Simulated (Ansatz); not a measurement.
Relaxed As (space group R-3m):

```yaml
crystal:
  lattice:
    - [3.76004, 2.17086, 6.65675]
    - [0.00000, 2.17086, 6.65675]
    - [0.00000, -2.17086, 3.32837]
  atoms:
    - { symbol: As, position: [0.00000, 0.23051, 0.23051] }
    - { symbol: As, position: [0.50000, 0.23051, 0.23051] }
    - { symbol: As, position: [0.00000, 0.76949, 0.76949] }
    - { symbol: As, position: [0.50000, 0.76949, 0.76949] }
```

The atoms are displaced by Q × the pattern below (from a DFPT mode at F = (0.5, 0.5, 0.0), largest move 1; Q in Å), at fixed cell. (q is in reciprocal vectors of the primitive cell; the cell shown is doubled to hold the pattern.)

```csv
atom,x,y,z
As1,1.000,0.000,0.000
As2,-1.000,0.000,0.000
As3,1.000,0.000,0.000
As4,-1.000,0.000,0.000
```

Computed with LDA (plane waves to 420 eV, PAW, scalar-relativistic; Ansatz, an electronic-structure program). k mesh 11×11×11 (Γ-centred), Fermi-Dirac smearing 0.05 eV. With partly filled bands, energies and forces of such displacements shift with the k mesh and the smearing. As was relaxed with its symmetry unable to fall. 

| Q (Å) | −dE/dQ from forces (eV/Å) |
|---|---|
| -0.100 | 3.114 |
| -0.083 | 2.552 |
| -0.067 | 2.019 |
| -0.050 | 1.506 |
| -0.033 | 1.000 |
| -0.017 | 0.499 |
| 0.000 | 0.000 |
| 0.017 | -0.499 |
| 0.033 | -1.000 |
| 0.050 | -1.506 |
| 0.067 | -2.019 |
| 0.083 | -2.552 |
| 0.100 | -3.114 |

### Question
What harmonic wavenumber does the curvature at Q = 0 give?

### Answer
165 cm⁻¹. E″ = 29.91 eV/Å², M = Σ mᵢ|uᵢ|² = 299.7 u, ν̃ = 521.5·√(|E″|/M).

(A displaced cell: forces are minus the slopes of the energy, force constants its curvatures, and phonons follow from these.)
